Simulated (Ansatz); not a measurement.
From three elastic constants to directional properties of MnSe

These are results of Ansatz, DFT LDA, scalar-relativistic, plane waves, PAW, not measurements. Cutoff 420 eV, 14×14×14 k-points (Γ-centred), Gaussian smearing of 0.20 eV. Collinear spin, site moments 3.6, 0.1 μB.

Equilibrium structure at this level:
```cif
data_structure
_symmetry_space_group_name_H-M 'P 1'
_symmetry_Int_Tables_number 1
_cell_length_a 3.6120
_cell_length_b 3.6120
_cell_length_c 3.6120
_cell_angle_alpha 60.000
_cell_angle_beta 60.000
_cell_angle_gamma 60.000
_cell_volume 33.32
loop_
_atom_site_label
_atom_site_type_symbol
_atom_site_fract_x
_atom_site_fract_y
_atom_site_fract_z
_atom_site_occupancy
Mn1 Mn 0.00000 0.00000 0.00000 1
Se1 Se 0.50000 0.50000 0.50000 1
```

In a metal, frequencies and elastic constants depend on the k mesh and the smearing, soft modes and shear constants most. A semilocal functional can close a gap that the real compound has.

With ions relaxed, on the cubic axes: C11 = 181.2, C12 = 19.6, C44 = 27.4 GPa. The density is 6.673 g/cm³.

Task: Is the crystal stable against strain, and how anisotropic is it?

Result: Born's conditions hold: C11 + 2C12 = 220.4, C11 − C12 = 161.7 and C44 = 27.4 GPa are all positive. B = (C11 + 2C12)/3 = 73.5 GPa. The two shear moduli are C44 and C′ = (C11 − C12)/2 = 80.8 GPa, so Zener's ratio is A = C44/C′ = 0.34: the shear C44 is the soft one, as in NaCl, KCl, the halide perovskites and the bcc metals V, Nb, Cr and Mo. The Cauchy pressure C12 − C44 is -7.9 GPa; it would vanish for pair forces between atoms on inversion centres at zero pressure, and a negative value is usual with directional bonding, though many-body forces give one in some ionic oxides too.

Task: Give the sound speeds along the three symmetry directions.

Result: The Christoffel equation gives ρv² for each branch:
```csv
direction,branch,ρv²,GPa,v (m/s)
[100],L,C11,181.2,5211
[100],T (×2),C44,27.4,2028
[110],L,(C11 + C12 + 2C44)/2,127.8,4377
[110],"T, u ∥ [001]",C44,27.4,2028
[110],"T, u ∥ [1-10]",(C11 − C12)/2,80.8,3480
[111],L,(C11 + 2C12 + 4C44)/3,110.0,4061
[111],T (×2),(C11 − C12 + C44)/3,63.0,3073
```

Task: How does Young's modulus depend on direction?

Result: Inverting gives S11 = 5.636, S12 = -0.549, S44 = 36.443 TPa⁻¹. Along a unit vector (l, m, n), 1/E = S11 − 2(S11 − S12 − S44/2)(l²m² + m²n² + n²l²), where the last bracket is 0, 1/4 and 1/3 for [100], [110] and [111]: E = 177, 86 and 73 GPa. With A < 1 the cube edge is stiffest. For a film on (001), the biaxial modulus is C11 + C12 − 2C12²/C11 = 197 GPa and the normal strain is −2C12/C11 = -0.22 times the in-plane one.